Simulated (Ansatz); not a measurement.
## Computed properties of HfTe$_{2}$

HfTe₂:
```cif
data_HfTe2
_chemical_formula_sum 'Hf1 Te2'
_space_group_name_H-M_alt 'P-3m1'
_space_group_IT_number 164
_space_group_name_Hall '-P 3 2"'
_cell_length_a 3.83701
_cell_length_b 3.83701
_cell_length_c 6.50495
_cell_angle_alpha 90.000
_cell_angle_beta 90.000
_cell_angle_gamma 120.000
loop_
_atom_site_label
_atom_site_type_symbol
_atom_site_symmetry_multiplicity
_atom_site_Wyckoff_symbol
_atom_site_fract_x
_atom_site_fract_y
_atom_site_fract_z
_atom_site_occupancy
Hf1 Hf 1 a 0.00000 0.00000 0.00000 1
Te1 Te 2 d 0.33333 0.66667 0.27252 1
```

Space group P-3m1 (No. 164), CdI2 type; conventional cell a = 3.837 Å, b = 3.837 Å, c = 6.505 Å, α = 90.00°, β = 90.00°, γ = 120.00°.

Method: the program Ansatz at the LDA level (PAW). Geometry: relaxed at this level of theory. Other levels are named where they apply.

Cell and energy:

Volume per atom: 27.65 Å³
Density: 8.68 g/cm³
Formation energy from the elements (no fitted shifts): -0.82 eV/atom

Electronic structure:

Electronic character: metallic (no gap)
Density of states at the Fermi level: 0.31 states/eV per atom (mean over ±0.08 eV)

Mechanics:

Bulk modulus (Birch–Murnaghan fit): 32.3 GPa
Pressure derivative B′: 9.6

Phonons:

Highest zone-centre frequency: 186 cm^-1
Zone-centre stability: no imaginary mode at Γ

The first step of the workflow began from a Materials Project structure, measured or hypothetical; the Crystallography Open Database copy checked does not list it. Whether it is the stable phase at ambient conditions was not checked. The LDA relaxation kept the symmetry of its start. No spin polarisation was allowed. A crystal of weakly bound layers computed without a dispersion correction: the cell and the soft elastic constants depend strongly on that. As this level gives no gap, phonon frequencies hold no LO–TO term and depend on the k-mesh and smearing (Fermi–Dirac, 0.1 eV here). The references are the lowest solids computed at this level, not always the standard phases. Scalar-relativistic: spin–orbit coupling is off unless named, which matters more the heavier the elements.

Potentials: the later of the program's two PAW sets.
